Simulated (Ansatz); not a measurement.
A: AlNi (CsCl type), a = b = c = 2.893 Å, α = β = γ = 90.00°
B: BaO (rock salt), a = 5.573 Å, b = 5.573 Å, c = 5.573 Å, α = 90.00°, β = 90.00°, γ = 90.00°
C: CdSe (zinc blende), a = 6.1963 Å, b = 6.1963 Å, c = 6.1963 Å, α = 90.00°, β = 90.00°, γ = 90.00°
D: KTaO$_{3}$ (cubic perovskite), a = b = c = 4.0244 Å, α = β = γ = 90.00°
E: EuO (rock salt), a = 5.0616 Å, b = 5.0616 Å, c = 5.0616 Å, α = 90.00°, β = 90.00°, γ = 90.00°

Scan: energy against volume (even scaling of the relaxed cell, symmetry kept). One method and one kind of scan serve all of them; meshes and ranges differ. AlNi is run without spin polarisation. All were relaxed with their symmetry unable to fall. EuO is run spin-polarised and with no Hubbard U. KTaO3 is run without spin polarisation. Relaxed EuO ends ferromagnetic. Spin-orbit coupling is left out. The magnetic order is the one the run started from; other orders were not tried. (This holds for the magnetic or f-shell members.) The f-shell state is unchecked: a lower one may exist. (This holds for the magnetic or f-shell members.)

Problem. Put the candidates in order of bulk modulus (fitted), highest first, for PBE (plane waves to 420 eV, PAW, scalar-relativistic; Ansatz, a first-principles code).

Solution. D (188 GPa), A (159 GPa), E (95.9 GPa), B (69.0 GPa), C (44.7 GPa)

(A scan under strain: stresses follow from slopes of the energy per volume, elastic moduli from its curvatures.)
